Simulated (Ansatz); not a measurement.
Polymorphs of C, each relaxed with the program Ansatz at the LDA level (PAW):

A: Fmmm
a = 2.445 Å, b = 4.234 Å, c = 6.738 Å, α = 90.00°, β = 90.00°, γ = 90.00°

```csv
atom,site,symmetry,x,y,z
C,8h,m2m,0.0000,0.3333,0.0000
```

B: P6/mmm
a = b = 2.445 Å, c = 3.614 Å, α = β = 90.00°, γ = 120.00°

```
atom  site  symmetry       x       y       z
----  ----  --------  ------  ------  ------
C       2c      -6m2  0.3333  0.6667  0.0000
```

Rank these by energy per atom at 0 K (lowest first), as LDA gives it.

A (+0 meV/atom), B (+8 meV/atom)

Not the usual ambient phase: A; B. Weakly bound layers, chains or molecules computed without a dispersion correction, so cells and soft constants are ill determined: A; B. Unstable at this level: A; B. All cells were relaxed under the symmetry of their starts (and spin orders); stability against distortions was not tested throughout.

Energies hold the estimated change up to a 700 eV cutoff; steps of a few meV lie near the error of the meshes.

Potentials: the later of the program's two PAW sets.
